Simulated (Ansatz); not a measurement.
Hf₂C:
```xyz
6
Lattice="3.5835 0.0000 0.0000 0.0000 3.5835 0.0000 0.0000 0.0000 6.7948" Properties=species:S:1:pos:R:3 pbc="T T T"
Hf     0.0000     0.0000     0.0000
Hf     1.7918     1.7918     0.0000
Hf     1.7918     0.0000     2.5086
Hf     0.0000     1.7918     4.2862
C      1.7918     0.0000     4.9548
C      0.0000     1.7918     1.8400
```

Relaxed with PBEsol. Special points in fractions of this cell's reciprocal vectors: Γ (0.000, 0.000, 0.000); X (0.000, 0.500, 0.000); M (0.500, 0.500, 0.000); Z (0.000, 0.000, 0.500); R (0.000, 0.500, 0.500); A (0.500, 0.500, 0.500).

### Question
List the band energies nearest the Fermi level at these points for DFT-PBEsol in the program Ansatz with PAW potentials.

### Answer
In eV from the Fermi level; about four levels below and three above (degenerate sets whole), none deeper than 8.9 eV; points with the same levels are listed once.

```json
[
 {"k": "Γ", "below": "-2.24 -1.71 -0.95 -0.95", "above": "1.08 1.09 1.15 1.15"},
 {"k": "X", "below": "-1.41 -1.41 -0.12 -0.12", "above": "1.48 1.48 2.87 2.87"},
 {"k": "M", "below": "-0.53 -0.53 0.00 0.00", "above": "3.76 3.76 3.83 3.83"},
 {"k": "Z", "below": "-1.46 -1.46 -1.16 -0.04", "above": "0.86 0.86 1.92"},
 {"k": "R", "below": "-2.81 -2.81 -1.25 -1.25", "above": "0.67 0.67 1.28 1.28"},
 {"k": "A", "below": "-0.92 -0.92 -0.79 -0.79", "above": "3.67 3.67 4.16 4.16"}
]
```

Space group P4/nmm. The cell is a constructed one: a structure type filled with these elements; neither database checked (COD, Materials Project) lists it. Whether it is the stable phase at ambient conditions was not checked. The cell was relaxed with PBEsol under the symmetry of its start; its stability against distortions is not shown here. The run is not spin-polarised. Spin–orbit coupling is left out wherever it is not named.

Potentials: the later of the program's two PAW sets.
